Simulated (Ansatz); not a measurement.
This Ba₃HfO structure is the end of a relaxation. The cell was found from a structure generator's guess, not taken from experiment.

The calculation used Ansatz 0.2.0, DFT PBE, scalar-relativistic, plane waves, PAW. Cutoff 420 eV, Γ-centred mesh, Gaussian smearing, no spin polarisation.

```xyz
5
Lattice="7.9703 0.0000 0.0000 -3.9852 6.9025 0.0000 0.0000 0.0000 4.0078" Properties=species:S:1:pos:R:3 pbc="T T T"
Ba    3.9852    0.0000    0.0000
Ba   -1.9926    3.4512    0.0000
Ba    1.9926    3.4512    0.0000
Hf    0.0000    0.0000    0.0000
O     0.0000    0.0000    2.0039
```

Energies over the elements count from the elements' standard structures at the same level (O₂ as a molecule), with no fitted energy shifts.

Q: Find its symmetry and describe it.

A: P6/mmm (No. 191). Conventional cell: a = 7.970 Å, c = 4.008 Å. Around Ba lie 6 Ba at 3.99–4.01 Å, 2 Hf at 3.99 Å and 4 O at 4.46 Å; around Hf lie 2 O at 2.00 Å and 6 Ba at 3.99 Å; O has 2 Hf at 2.00 Å, 2 O at 4.01 Å and 12 Ba at 4.46 Å.

Q: What is its formation energy per atom?

A: −0.41 eV/atom.

Q: Is it a metal?

A: Yes, bands cross the Fermi level on the 6×6×10 mesh.

The last run used a 6×6×10 mesh (in the run's order of axes) for its 5-atom cell and Gaussian smearing of 0.10 eV. Spin–orbit coupling, which can matter for Hf, is left out. The cell is a metal run without spin; a magnetic state may lie lower. Symmetry constrained the relaxation, so the result can be a saddle point. Another cell of Ba3HfO relaxed alike, in P4/mmm, lies 296 meV/atom lower, so this cell isn't the stable form at this level.
